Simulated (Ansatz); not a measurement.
The relaxed structure here is a generated cell of ZnSnN2: the first start was made by placing the elements on the sites of a structure type, and the end was not matched to a known phase here, so it may be hypothetical.

A relaxed cell of ZnSnN₂ (I-42d (No. 122)), relaxed on a k-mesh at least as fine as the one used below. Calculation: r2SCAN (plane waves to 500 eV, PAW, scalar-relativistic; Ansatz, an electronic-structure program). Γ-centred k-mesh 6×6×7 on the run's cell (coarser than for final values), Fermi–Dirac smearing 0.05 eV.

```
ZnSnN2
1.0
   -2.37276     2.37276     4.78765
    2.37276    -2.37276     4.78765
    2.37276     2.37276    -4.78765
Zn Sn N
2 2 4
Direct
  0.75000   0.25000   0.50000
  0.00000   0.00000   0.00000
  0.25000   0.75000   0.50000
  0.50000   0.50000   0.00000
  0.12180   0.12500   0.49680
  0.62820   0.62500   0.50320
  0.37500   0.87820   0.00320
  0.87500   0.37180   0.99680
```

The atoms are displaced by (Å):

```csv
atom,ux,uy,uz
Zn1,-0.065,0.006,-0.130
Zn2,-0.077,-0.088,0.162
Sn3,0.001,-0.030,-0.031
Sn4,0.060,0.067,-0.005
N5,-0.166,-0.045,-0.159
N6,-0.108,-0.021,0.051
N7,0.155,0.022,0.077
N8,-0.056,0.003,0.176
```

**Question.** What forces (eV/Å) and pressure result?

**Answer.** 
```tsv
atom	Fx	Fy	Fz
Zn1	0.77	0.81	2.74
Zn2	0.55	0.21	-1.53
Sn3	-0.74	3.21	0.54
Sn4	-2.99	-3.12	1.47
N5	2.66	-1.08	3.49
N6	2.43	1.77	-2.05
N7	-3.37	-1.24	-1.78
N8	0.69	-0.55	-2.88
```

Pressure +6.0 GPa.

**Question.** Estimate the energy cost of the displacement in the harmonic approximation and compare with the calculation.

**Answer.** For a harmonic well ΔE = −½ Σ F·u = 1.901 eV a cell, or 238 meV/atom. The calculated energy relative to the undisplaced cell is +0.24 eV/atom, so the harmonic estimate holds well.

No spin polarisation in the result.

The run that gave the undisplaced cell could not lose the symmetry of its start; a randomly shaken copy of 8 atoms returns to this structure.
